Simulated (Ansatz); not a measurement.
# A plane-wave run on KCr3F8

Input file of Ansatz 0.2.0:

```yaml
crystal:
  lattice:
    - [4.4669011, 2.85110211, 0.0]
    - [4.4669011, -2.85110211, 0.0]
    - [0.6950437, 0.0, -7.94440218]
  atoms:
    - { symbol: Cr, position: [0.62, 0.62, 0.71] }
    - { symbol: Cr, position: [0.38, 0.38, 0.29] }
    - { symbol: F, position: [0.22, 0.22, 0.46] }
    - { symbol: F, position: [0.78, 0.78, 0.54] }
    - { symbol: Cr, position: [0.0, 0.0, 0.5] }
    - { symbol: K, position: [0.0, 0.0, 0.0] }
    - { symbol: F, position: [0.27, 0.77, 0.68] }
    - { symbol: F, position: [0.23, 0.73, 0.32] }
    - { symbol: F, position: [0.73, 0.23, 0.32] }
    - { symbol: F, position: [0.77, 0.27, 0.68] }
    - { symbol: F, position: [0.69, 0.69, 0.9] }
    - { symbol: F, position: [0.31, 0.31, 0.1] }
  symmetry: { tolerance: 0.0003 }
kpoints:
  mp_grid: { grid: [5, 5, 4], shift: [0, 0, 0] }
  band_path:
    path:
      - [-0.35262766, -0.64737234, 0.0]
      - [-0.5, -0.5, 0.0]
      - [0.0, 0.0, 0.0]
      - [-0.5, -0.5, -0.5]
      - [-0.3426074, -0.6573926, -0.5]
    npoints: 13
magnetization:
  spin_polarized: false
scf:
  occupations: { method: fermi_dirac }
  lower_state_search: "off"
  max_iter: 200
hamiltonian:
  pseudopotentials: { kind: paw }
  xc: mr2scan
basis:
  ecutwfc: 500
  fft_grid_basis: typed
output:
  forces: true
  stress: true
  eigenvalues: true
  bader: true
  populations: true
  elf: true
  write_potential: true
  volumetric_format: npy
  dos:
    e_range: [-12, 8]
    de: 0.05
    projected: { site_lists: { Cr: [Cr], F: [F], K: [K] } }
checkpoint:
  read: saved_state
```

The run starts from an earlier solution of this cell. 

Excerpt of what it printed:

```
Pseudopotentials: kind: paw
Pseudopotential: Cr, paw, valence charge 14, recommended cutoff 500 eV (meta_gga), Cr.paw.azcp
Pseudopotential: F, paw, valence charge 7, recommended cutoff 500 eV (meta_gga), F.paw.azcp
Pseudopotential: K, paw, valence charge 9, recommended cutoff 500 eV (meta_gga), K.paw.azcp
Functional definition: m-r2SCAN
  exchange = m_r2scan_x
  correlation = m_r2scan_c
Crystal: 12 atoms, lattice volume = 202.353 Å³
Basis set: ecut = 500 eV, 5147 PW (Γ), exchange–correlation on 160×160×240 points (64 copies of the dense FFT grid, shifted against one another)
Bands: 66, of which v1, the nominal top of the filled ones, is band 54 counted from 1 (53 counted from 0)
Symmetry: 4 space group operations
Space group: C2/m (ITA 12), of the structure as read, at distance tolerance 1.8e-3 Å
k-points: 33 of 100
Initial density: read from a saved state, or passed on in memory by an earlier SCF of this step, an earlier step, the calling program or the single point that the run made first
Functional: x = mr2scan, c = mr2scan; τ floored in thin density (d = 2e-4 eV/Å³)
Free energy (F): -18168.5533 eV
Harris-Foulkes:  -18168.5533 eV  (|F-HF|=2.87e-8)
Internal energy: -18168.1371 eV  (E = F + TS)
E sigma→0 (E₀):  -18168.3452 eV
Entropy (-TS):   -0.4162 eV (-34.682 meV/atom)
Fermi energy:    6.4548 eV
--- Per-component energies (eV) ---
  E_band       = -1604.2740
  E_kinetic    = 2957.3897
  E_local      = -15078.2671  (includes V_loc(G=0)·N_el)
  E_nonlocal   = 855.7981
  E_hartree    = 6292.1870
  E_xc         = -1173.0898
  E_vxc        = -1705.2750  (∫ρ·V_xc dr)
  E_paw        = -6031.9531  (= ΣΔE_a)
  E_vpaw       = -1335.3574  (= ΣTr[D̂ρ^β])
  E_aug_tail   = 0.0089  (compensation charges beyond the density's cutoff)
  E_vtau       = 117.0430  (kinetic-family band-sum trace: ∫τ·v_τ [+ j·A + Jᵃ·Aᵃ] dr)
  E_ewald      = -5988.9466
  E_core_change = -1.2643  (= ΣΔE_core)
  E_smearing   = -0.4162  (= −TS)
--- Stress (GPa, compression-positive) ---
        6.7315       0.0000      -5.4245
        0.0000      14.4788       0.0000
       -5.4245       0.0000       8.3212
  P = ⅓ Tr σ = 9.8438 GPa (98.438 kbar)
--- Löwdin populations: 12 sites ---
  site symbol       q [e]
     0     Cr     12.7204
     1     Cr     12.7204
     2      F      7.5200
     3      F      7.5200
     4     Cr     12.9531
     5      K      8.1442
     6      F      7.4854
     7      F      7.4854
     8      F      7.4854
     9      F      7.4854
    10      F      7.5381
    11      F      7.5381
  spilling = 0.0038 (of n_electrons = 107.0000)
--- Bader charges: 12 sites ---
  site symbol  charge [e]  shift [e]
     0     Cr      1.7009     0.0068
     1     Cr      1.7009     0.0068
     2      F     -0.7425     0.0006
     3      F     -0.7426     0.0006
     4     Cr      1.5251     0.0004
     5      K      0.9348     0.0000
     6      F     -0.7319     0.0019
     7      F     -0.7319     0.0019
     8      F     -0.7319     0.0019
     9      F     -0.7319     0.0019
    10      F     -0.7245     0.0022
    11      F     -0.7245     0.0022
```

Absolute energies hang on the potentials; compare differences alone.

Origin: a known structure type with other elements, at an estimated volume, so it need not be a known compound. Caveats: no spin polarisation, so a magnetic state may lie lower; atoms or cell far from equilibrium; m-r2SCAN is r2SCAN with a changed spin dependence that lowers moments.
